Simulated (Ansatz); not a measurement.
**Data sheet: LuSi₂ (DFT)**

LuSi₂:
```
LuSi2
1.0
    4.01776     0.00000     0.00000
   -2.00888     3.47948     0.00000
    0.00000     0.00000     3.64808
Lu Si
1 2
Direct
  0.00000   0.00000   0.00000
  0.33333   0.66667   0.50000
  0.66667   0.33333   0.50000
```

Space group P6/mmm (No. 191); conventional cell a = 4.018 Å, b = 4.018 Å, c = 3.648 Å, α = 90.00°, β = 90.00°, γ = 120.00°.

Method: LDA in the plane-wave PAW code Ansatz. Geometry: relaxed at this level of theory. Other levels are named where they apply.

Cell and energy:

- Volume per atom = 17.00 Å³
- Density = 7.53 g/cm³
- Formation energy from the elements (no fitted shifts) = -0.50 eV/atom

Electronic structure:

Electronic character: metallic (no gap)
Density of states at the Fermi level: 0.58 states/eV per atom (mean over ±0.08 eV)

Mechanics:

Bulk modulus (Birch–Murnaghan fit): 99.3 GPa
Pressure derivative B′: 4.6
Elastic constants (relaxed ions, GPa): C11 = 129, C12 = 139, C13 = 56.9, C33 = 150, C44 = 52.0
Mechanical stability: unstable (C has a negative eigenvalue)

Phonons:

Highest zone-centre frequency: 439 cm⁻¹
Zone-centre stability: no imaginary mode at Γ

The workflow started from an entry of the Crystallography Open Database (COD). Whether it is the stable phase at ambient conditions was not checked. Symmetry was held in the LDA relaxation. As this level gives no gap, shear constants depend on the k-mesh and smearing (Fermi–Dirac, 0.1 eV here). As this level gives no gap, phonon frequencies hold no LO–TO term and depend on the k-mesh and smearing (Fermi–Dirac, 0.1 eV here). On the denser mesh and wider smearing of the elastic run this cell carries a stress of 0.5 GPa. The references are the lowest solids computed at this level, not always the standard phases. Scalar-relativistic: spin–orbit coupling is off unless named, which matters more the heavier the elements.

Potentials: the later of the program's two PAW sets.
